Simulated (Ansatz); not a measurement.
Structures of Ru2Au: which is lowest?

Plane-wave DFT in Ansatz with scalar-relativistic PAW potentials, cutoff 420 eV, Γ-centred meshes chosen by cell and gap, Gaussian smearing with energies taken to zero width. Every cell was relaxed (cell and atoms) in a run of its own, within the symmetry of its start. Functional: PBE.

Relaxed structures (starts from databases or built by putting these elements on another compound's sites):
A. Fd-3m, 6 atoms in the computed cell, a = 7.250 Å; sites (symmetry × multiplicity) Ru .-3m × 16, Au -43m × 8; start: built
B. P6/mmm, 3 atoms in the computed cell, a = 4.420 Å, c = 2.726 Å; sites (symmetry × multiplicity) Ru -6m2 × 2, Au 6/mmm × 1; start: built

Problem. Rank them by energy. Could pressure change the order?

Solution.
| structure | group | E − E(lowest) (meV/atom) | V (Å³/atom) | gap on mesh (eV) |
| --- | --- | --- | --- | --- |
| B | P6/mmm | 0.0 | 15.38 | 0.00 |
| A | Fd-3m | 184 | 15.88 | 0.00 |

B is lowest, 184 meV/atom under A. The lowest is also the densest of these, so pressure wouldn't bring one of the others in at first order. Other structures may lie lower than all of these, and vibrations aren't counted.

Spin-orbit coupling is left out, which matters for the bands of heavy elements.